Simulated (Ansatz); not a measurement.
Consider the following.

BeS (zinc blende), conventional cell a = b = c = 4.8760 Å, α = β = γ = 90.00°. The calculation uses the primitive cell of 2 atoms, to which meshes and values per cell refer.

The volume is varied about the relaxed value V₀ at fixed cell shape. Symmetry pins the atoms to their sites.

Level of theory: PBE (plane waves to 420 eV, PAW, scalar-relativistic; Ansatz, a program for electronic structure). k mesh 12×12×12 (Γ-centred), Fermi-Dirac smearing 0.05 eV. The energy includes the smearing's −TS. Stress and pressure are positive under compression. BeS was relaxed with its symmetry unable to fall. The zero of ΔE is the relaxed starting cell.

The scan covers V/V₀ from 0.900 to 1.100 in 9 points.

Question: What is the fitted pressure derivative B₀′?

Answer: 3.8.

Question: What bulk modulus B₀ follows from a third-order Birch-Murnaghan fit?

Answer: 92.9 GPa.

(A scan under strain: stresses follow from slopes of the energy per volume, elastic moduli from its curvatures.)
